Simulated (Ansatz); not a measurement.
CsPbBr$_{3}$:
```cif
data_Br3CsPb
_chemical_formula_sum 'Cs1 Pb1 Br3'
_space_group_name_H-M_alt 'Pm-3m'
_space_group_IT_number 221
_space_group_name_Hall '-P 4 2 3'
_cell_length_a 5.99878
_cell_length_b 5.99878
_cell_length_c 5.99878
_cell_angle_alpha 90.000
_cell_angle_beta 90.000
_cell_angle_gamma 90.000
loop_
_atom_site_label
_atom_site_type_symbol
_atom_site_symmetry_multiplicity
_atom_site_Wyckoff_symbol
_atom_site_fract_x
_atom_site_fract_y
_atom_site_fract_z
_atom_site_occupancy
Cs1 Cs 1 a 0.00000 0.00000 0.00000 1
Pb1 Pb 1 b 0.50000 0.50000 0.50000 1
Br1 Br 3 c 0.00000 0.50000 0.50000 1
```

Relaxed with PBE. Plane-wave PAW PBE (Ansatz code) gives a gap of 1.78 eV.

Question: What gap does HSE06 give on the same cell (Ansatz, PAW)?

Answer: 2.37 eV, 0.59 eV more. The hybrid was solved on a coarser mesh and at special points; its gap is the smallest among all of these.

```
k  v1 PBE  c1 PBE  v1 HSE06  c1 HSE06
-  ------  ------  --------  --------
Γ   -1.66    3.28         ?         ?
R    0.00    1.78      0.00      2.37
M   -0.60    2.26         ?         ?
X   -1.22    2.69         ?         ?
```

Question: Top valence (v1) and lowest conduction level (c1) in eV from each method's valence maximum (which need not be a listed point): supply the withheld HSE06 values.

Answer: 
- X, v1 HSE06: -1.46
- X, c1 HSE06: 3.33
- M, v1 HSE06: -0.71
- M, c1 HSE06: 2.87
- Γ, v1 HSE06: -2.13
- Γ, c1 HSE06: 3.94

Cost on shared cores: the PBE run (SCF on a 5×5×5 mesh, then bands and DOS) very roughly 60 core-seconds, the HSE06 run (SCF on 3×3×3, then a few points) around 3 core-minutes (rough); the tasks are unlike.

This is a known high-temperature phase of the composition, computed here at zero pressure and temperature. Symmetry was held in the PBE relaxation; of distortions, only those at the zone centre were tested. Scalar-relativistic: spin–orbit coupling is off unless named, which matters more the heavier the elements.

Potentials: the later of the program's two PAW sets.
